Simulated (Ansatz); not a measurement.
Cu Kα1 powder pattern (kinematic, no thermal factors).
2θ (°) (relative intensity): 16.36 (5), 17.28 (20), 22.55 (2), 23.74 (2), 24.03 (3), 28.30 (58), 28.79 (50), 29.62 (100), 33.06 (56), 34.98 (22), 37.73 (1), 37.95 (2), 39.03 (2), 40.67 (2), 41.67 (1), 42.36 (2), 42.79 (3), 46.03 (17), 48.59 (30), 48.85 (15), 49.20 (27), 49.83 (2), 51.69 (1), 52.20 (1), 55.41 (16), 55.98 (14), 57.42 (16), 57.70 (14), 58.45 (6), 58.55 (6), 59.27 (5), 59.46 (11), 59.63 (4), 61.49 (9), 64.04 (2), 64.81 (3), 65.16 (2), 66.62 (1), 69.37 (9), 73.89 (3), 74.15 (3), 74.88 (2), 76.90 (5), 77.61 (6), 78.93 (2), 79.04 (3), 79.32 (6), 79.56 (5), 79.64 (5), 80.27 (4), 80.59 (3), 81.14 (5), 82.90 (4), 83.83 (2), 86.67 (5), 88.06 (3)

The pattern is computed from a structure relaxed with DFT PBE, scalar-relativistic, plane waves, PAW in Ansatz 0.2.0. No spin polarisation. Its elements are Ge, O, Sn.

Give the structure.

Sn$_{3}$GeO$_{4}$.
Space group Cm (No. 8). a = 7.882 Å, b = 7.451 Å, c = 5.127 Å, α = 90.00°, β = 90.99°, γ = 90.00°
```csv
atom,site,symmetry,x,y,z
Sn,4b,1,0.7474,0.7490,0.7736
Sn,2a,m,0.4972,0.0000,0.2405
Ge,2a,m,0.9665,0.0000,0.2130
O,2a,m,0.2992,0.0000,0.9605
O,2a,m,0.7369,0.0000,0.0390
O,4b,1,0.5043,0.2871,0.0015
```

A pattern alone doesn't exclude other cells with like lines; this is the one computed.

It was reached by relaxing an invented guess, and it needn't be the stable form of this composition. No dispersion correction is applied, so the spacing between layers, chains or molecules is poorly fixed.
